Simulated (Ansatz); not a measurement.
Data:

WO3:
```
WO3
1.0
   15.65137     0.00000     0.00000
    0.00000     3.73043     0.00000
    0.00000     0.00000     3.77286
W O
4 12
Direct
  0.59496   0.25000   0.47454
  0.40504   0.75000   0.52546
  0.90504   0.75000   0.97454
  0.09496   0.25000   0.02546
  0.70270   0.25000   0.48527
  0.29730   0.75000   0.51473
  0.79730   0.75000   0.98527
  0.20270   0.25000   0.01473
  0.43815   0.25000   0.49791
  0.56185   0.75000   0.50209
  0.06185   0.75000   0.99791
  0.93815   0.25000   0.00209
  0.57721   0.25000   0.99062
  0.42279   0.75000   0.00938
  0.92279   0.75000   0.49062
  0.07721   0.25000   0.50938
```

This is the PBEsol-relaxed structure.

Q: All from the program Ansatz at the PBEsol level (PAW), unless another level is named. Estimate the band gap.

A: 1.12 eV (indirect).

Q: Next, the formation energy from the elements (no fitted shifts)?

A: -2.07 eV/atom.

Q: What about the smallest direct gap on the standard path?

A: 2.04 eV.

Space group Pnma. The start of the workflow was typed in or built on a structure type; the Crystallography Open Database files this formula in space group No. 62, but the cells were not matched. Its standing as an ambient phase is unchecked. The cell was relaxed with PBEsol under the symmetry of its start; its stability against distortions is not shown here. The workflow began spin-polarised and lost its moments. No Hubbard U is applied. A crystal of weakly bound layers computed without a dispersion correction: the cell and the soft elastic constants depend strongly on that. The references are the lowest solids computed at this level, not always the standard phases (solids in place of the gases). Spin–orbit coupling is left out wherever it is not named.

Potentials: the earlier of the program's two PAW sets. The files were generated under PBE; for other functionals the program regenerates the frozen cores, and for LDA and PBEsol the local potential too.
